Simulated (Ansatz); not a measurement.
Consider the following.

Co7Mo6:
```cif
data_Co7Mo6
_chemical_formula_sum 'Co7 Mo6'
_space_group_name_H-M_alt 'P 1'
_space_group_IT_number 1
_cell_length_a 8.80487
_cell_length_b 8.80487
_cell_length_c 8.80487
_cell_angle_alpha 30.895
_cell_angle_beta 30.895
_cell_angle_gamma 30.895
loop_
_space_group_symop_operation_xyz
  'x, y, z'
loop_
_atom_site_label
_atom_site_type_symbol
_atom_site_fract_x
_atom_site_fract_y
_atom_site_fract_z
_atom_site_occupancy
Co1 Co 0.09022 0.58921 0.09022 1
Co2 Co 0.90978 0.41079 0.90978 1
Co3 Co 0.09022 0.09022 0.58921 1
Co4 Co 0.90978 0.90978 0.41079 1
Co5 Co 0.58921 0.09022 0.09022 1
Co6 Co 0.41079 0.90978 0.90978 1
Co7 Co 0.00000 0.00000 0.00000 1
Mo1 Mo 0.83435 0.83435 0.83435 1
Mo2 Mo 0.16565 0.16565 0.16565 1
Mo3 Mo 0.65283 0.65283 0.65283 1
Mo4 Mo 0.34717 0.34717 0.34717 1
Mo5 Mo 0.45060 0.45060 0.45060 1
Mo6 Mo 0.54940 0.54940 0.54940 1
```
The run is spin-polarised; directions of the spins, atom by atom: 0 0 0 0 0 0 ↑ 0 0 0 0 0 0.

This is the PBEsol-relaxed structure.

Q: All from plane-wave PAW PBEsol (Ansatz code), unless another level is named. Predict the formation energy from the elements (no fitted shifts).

A: -0.067 eV/atom.

Q: Give the density of states at the Fermi level.

A: 0.94 states/eV per atom (mean over ±0.08 eV).

Space group R-3m. The first step of the workflow began from a Materials Project structure, measured or hypothetical; the Crystallography Open Database files this formula in space group No. 166, but the cells were not matched. Its standing as an ambient phase is unchecked. Symmetry was held in the PBEsol relaxation; whether a distortion lowers the energy is not shown. Spin order of the final state: ferromagnetic, the only order run, not a proven ground state. The references are the lowest solids computed at this level, not always the standard phases. Spin–orbit coupling is left out wherever it is not named.

Potentials: the later of the program's two PAW sets.
